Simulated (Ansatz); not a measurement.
AlGa₂P₃, ordered on the zincblende lattice with 6 atoms a cell, 6 atoms and 44 valence electrons in a cell of about 122 Å³, was run 8 times in Ansatz 0.2.0, each time on 4 threads of INTEL(R) XEON(R) PLATINUM 8581C CPU @ 2.10GHz (Emerald Rapids), with other jobs on the host.

| run | k mesh | irreducible k | cutoff (eV) | plane waves | bands | SCF iterations | wall time | peak host memory (GiB) |
| --- | --- | --- | --- | --- | --- | --- | --- | --- |
| relaxation, PBE | 12×12×4 | 69 | 420 | 2515 | 28 | 50 | 29 s | 0.62 |
| relaxation, r2SCAN | 12×12×4 | 69 | 500 | 3125 | 28 | 25 | 26 s | 0.82 |
| bands, PBE | 12×12×4 | 69 | 420 | 2431 | 27 | 7 | ? | ? |
| single point, r2SCAN | 12×12×4 | 69 | 500 | 3125 | 27 | 7 | 9.5 s | 0.8 |
| single point, HSE06 | 6×6×2 | 14 | 420 | 2431 | 27 | 18 | ? | ? |
| single point, PBE+SOC | 12×12×4 | 69 | 420 | 2431 | 54 | 9 | 27 s | 1.4 |
| field response, r2SCAN | 6×6×2 | 26 | 500 | 3125 | 28 | 15 | ? | ? |
| single point, PBE0 | 6×6×2 | 14 | 420 | 2431 | 27 | 21 | ? | ? |

Question: Estimate the missing times and memories.

Answer:

| run | wall time | peak host memory (GiB) |
| --- | --- | --- |
| single point, HSE06 | 64 s | 2.1 |
| single point, PBE0 | 71 s | 2.1 |
| field response, r2SCAN | 3.1 min | 3.6 |
| bands, PBE | 6.4 s | 0.61 |

Only the levels marked +SOC include spin-orbit coupling.
